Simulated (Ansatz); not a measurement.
TaSi in space group P6/mmm (No. 191; Ta on 3f, Si on 1a, Si on 2d) under volume change, plane-wave PAW PBE (Ansatz code), shape and atoms relaxed at each volume.

```tsv
V (Å³/atom)	E − E(relaxed) (meV/atom)	P (GPa)
17.443	86.2	17.36
18.019	36.2	10.65
18.594	___	___
19.169	0.0	-0.01
19.744	7.8	-4.22
20.319	29.5	-7.81
20.894	___	___
```

Q: Fill in the missing entries.

A: 
- 20.894, E − E(relaxed) (meV/atom): 63.2
- 20.894, P (GPa): -10.88
- 18.594, E − E(relaxed) (meV/atom): 8.6
- 18.594, P (GPa): 4.91

Q: What does a third-order Birch–Murnaghan fit give for V₀, B₀ and B′?

A: V₀ = 19.17 Å³/atom, B₀ = 151 GPa, B′ = 4.2.

A made-up cell: these elements were put on the sites of a structure type; neither database checked (COD, Materials Project) lists it. Whether it is the stable phase at ambient conditions was not checked. The cell was relaxed with PBE under the symmetry of its start; whether a distortion lowers the energy is not shown. The run is not spin-polarised. Spin–orbit coupling is left out wherever it is not named.

Potentials: the later of the program's two PAW sets.
